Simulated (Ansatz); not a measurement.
**What moves the field gradients of SnC2S2N2?**

Cell of run 1: a COD entry, atoms as given.

```yaml
crystal:
  lattice:
    - [4.87920, 0.00000, 0.00000]
    - [-0.31894, 5.66042, 0.00000]
    - [-1.29691, -1.90906, 9.91955]
  atoms:
    - { symbol: Sn, position: [0.67838, 0.18264, 0.24364] }
    - { symbol: Sn, position: [0.32162, 0.81736, 0.75636] }
    - { symbol: C, position: [0.31610, 0.59800, 0.12839] }
    - { symbol: C, position: [0.68390, 0.40200, 0.87161] }
    - { symbol: C, position: [0.30030, 0.24940, 0.49937] }
    - { symbol: C, position: [0.69970, 0.75060, 0.50063] }
    - { symbol: S, position: [0.23741, 0.86145, 0.09592] }
    - { symbol: S, position: [0.76259, 0.13855, 0.90408] }
    - { symbol: S, position: [0.12090, 0.28320, 0.62518] }
    - { symbol: S, position: [0.87910, 0.71680, 0.37482] }
    - { symbol: N, position: [0.36270, 0.40930, 0.15043] }
    - { symbol: N, position: [0.63730, 0.59070, 0.84957] }
    - { symbol: N, position: [0.42080, 0.22290, 0.40715] }
    - { symbol: N, position: [0.57920, 0.77710, 0.59285] }
```

Atom numbers follow the list; atoms alike are taken as one site, whose name carries the number of the first.

Relaxed positions (PBE, cell held):

```
CELL_PARAMETERS angstrom
4.87920 0.00000 0.00000
-0.31894 5.66042 0.00000
-1.29691 -1.90906 9.91955
ATOMIC_POSITIONS crystal
Sn 0.67728 0.19119 0.24303
Sn 0.32272 0.80881 0.75697
C 0.31035 0.60183 0.12534
C 0.68965 0.39817 0.87466
C 0.29902 0.24955 0.50253
C 0.70098 0.75045 0.49747
S 0.23568 0.86416 0.09341
S 0.76432 0.13584 0.90659
S 0.12397 0.28094 0.62908
S 0.87603 0.71906 0.37092
N 0.35396 0.40881 0.14745
N 0.64604 0.59119 0.85255
N 0.41761 0.22334 0.40751
N 0.58239 0.77666 0.59249
```

All runs are DFT with Ansatz 0.2.0 (plane waves and PAW, scalar-relativistic unless spin–orbit coupling is named, Γ-centred meshes, Fermi–Dirac smearing where given) in this cell.

Run 1: PBE, atoms as given; 420 eV, 6×5×3 k-points, smearing 0.02 eV.
Run 2: PBE, atoms relaxed; 420 eV, 6×5×3 k-points, smearing 0.02 eV.
Run 3: r2SCAN, at the relaxed atoms; 500 eV, 6×5×3 k-points, smearing 0.02 eV.

| run | Sn V_zz (η) | S7 V_zz (η) | S9 V_zz (η) |
| --- | --- | --- | --- |
| 1 | -14.66 (0.17) | 20.6 (0.39) | 20.1 (0.25) |

The results of the other runs, out of order. V_zz in 10²¹ V/m²; 3 of the 7 sets of like atoms are followed.

| result | Sn V_zz (η) | S7 V_zz (η) | S9 V_zz (η) |
| --- | --- | --- | --- |
| A | -14.66 (0.13) | 20.0 (0.37) | 19.83 (0.25) |
| B | -13.59 (0.16) | 19.63 (0.38) | 19.39 (0.28) |

Task: Which result belongs to which run?

Result: A is run 3, B is run 2. Taken one at a time, the positions of the atoms (as given or relaxed) move the tensors on these sites by up to 1.48 (largest principal value of the change, on Sn), the functional (r2SCAN with its higher cutoff) by 1.16 (Sn).

Without spin–orbit coupling (the program notes it for Sn) the gradients are little affected as a rule: paired runs on crystals with a gap mostly move them by under 2 % at such atoms. With these PAW files V_zz is typically within 2 to 3 % of all-electron values, but misses above 10 % occur on Sn. In runs 1, 3 the atoms aren't at the calculated equilibrium (largest force 2.3, 0.71 eV/Å).
